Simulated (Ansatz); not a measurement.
Ag in space group Fd-3m (No. 227; Ag on 8a, Ag on 16d) under volume change, DFT-PBEsol in the program Ansatz with PAW potentials, scaled uniformly.

```csv
V (Å³/atom),E − E(relaxed) (meV/atom),P (GPa)
16.271,56.7,12.52
16.807,23.5,7.50
17.343,5.5,3.38
17.880,0.0,0.00
18.416,4.8,-2.77
18.953,18.0,-5.04
19.489,38.1,-6.89
```

Q: What does a third-order Birch–Murnaghan fit give for V₀, B₀ and B′?

A: V₀ = 17.88 Å³/atom, B₀ = 102 GPa, B′ = 5.6.

The start of the workflow was typed in or built on a structure type; neither database checked (COD, Materials Project) lists it. It is not the phase usual at ambient conditions (space group No. 225). The PBEsol relaxation kept the symmetry of its start. At this level the phase is dynamically unstable (imaginary phonons). No spin polarisation was allowed.

Potentials: the earlier of the program's two PAW sets. The files were generated under PBE; for other functionals the program regenerates the frozen cores, and for LDA and PBEsol the local potential too.
